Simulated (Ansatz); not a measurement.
MgSe (rock salt)

Space group Fm-3m (No. 225); a = b = c = 5.4722 Å, α = β = γ = 90.00°

| atom | site | symmetry | x | y | z |
|---|---|---|---|---|---|
| Se | 4a | m-3m | 0.0000 | 0.0000 | 0.0000 |
| Mg | 4b | m-3m | 0.5000 | 0.5000 | 0.5000 |
(The calculation used a cell of 2 atoms; values per cell refer to that cell.)

Two coordinates are scanned: the volume, and the ratio of the stretch along z (the conventional c axis) to the stretch across it. Atoms keep their fractional coordinates.

All values below come from r2SCAN (plane waves to 500 eV, PAW, scalar-relativistic; Ansatz, a program for electronic structure). k mesh 10×10×10 (Γ-centred), Fermi-Dirac smearing 0.05 eV. The energy includes the smearing's −TS. MgSe was relaxed with its symmetry unable to fall.

Changes of ΔE (meV/atom) from the point V/V₀ = 1.000, (c/a)/(c/a)₀ = 1.000 when one coordinate moves alone (two changes are said to add if the coupling is within 5 % of the smaller one, nearly so within 20 %):

```tsv
point	change
V/V₀ = 1.000, (c/a)/(c/a)₀ = 0.920	28.47
V/V₀ = 1.000, (c/a)/(c/a)₀ = 0.960	6.49
V/V₀ = 0.920, (c/a)/(c/a)₀ = 1.000	31.16
V/V₀ = 0.960, (c/a)/(c/a)₀ = 1.000	7.24
V/V₀ = 1.040, (c/a)/(c/a)₀ = 1.000	6.35
V/V₀ = 1.080, (c/a)/(c/a)₀ = 1.000	23.79
V/V₀ = 1.000, (c/a)/(c/a)₀ = 1.040	5.55
V/V₀ = 1.000, (c/a)/(c/a)₀ = 1.080	20.75
```

Question: What is the change at V/V₀ = 1.040, (c/a)/(c/a)₀ = 1.040, where both move, and how far is it from the sum?

Answer: The sum of the single changes is 6.35 + (5.55) = 11.90; the calculation gives 10.91, so the coupling contributes -0.99 (under 20 % of the smaller single change, nearly additive).

Question: Do the two effects add at V/V₀ = 1.040, (c/a)/(c/a)₀ = 1.080? Give the computed change.

Answer: The sum of the single changes is 6.35 + (20.75) = 27.10; the calculation gives 23.37, so the coupling contributes -3.73 (over 20 % of the smaller single change, not additive).

Question: Do the two effects add at V/V₀ = 1.080, (c/a)/(c/a)₀ = 1.040? Give the computed change.

Answer: The sum of the single changes is 23.79 + (5.55) = 29.34; the calculation gives 27.47, so the coupling contributes -1.87 (over 20 % of the smaller single change, not additive).

(A scan under strain: stresses follow from slopes of the energy per volume, elastic moduli from its curvatures.)
